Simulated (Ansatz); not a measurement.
## W, omega (AlB2-type): geometry optimisation

Computed with Ansatz 0.2.0, DFT, BLYP, plane waves (420 eV) with PAW, scalar-relativistic. The PAW files were generated under PBE, with cores re-solved for the functional.

k-point mesh 8×8×11, Fermi-Dirac smearing 0.1 eV, no spin polarisation. Cell and atoms relax.

Starting structure:

```
W
1.0
     4.47401    0.00000    0.00000
    -2.23700    3.87460    0.00000
     0.00000    0.00000    2.74257
W
3
Direct
  0.00000 0.00000 0.00000
  0.33333 0.66667 0.50000
  0.66667 0.33333 0.50000
```

Problem. What cell does the relaxation end in?

Solution. P6/mmm with a = 4.748 Å, c = 2.636 Å (c/a = 0.555); 17.15 Å³ per atom against 15.85 at the start (8.2 %).

Problem. How much energy does the relaxation gain?

Solution. 217.1 meV per atom.
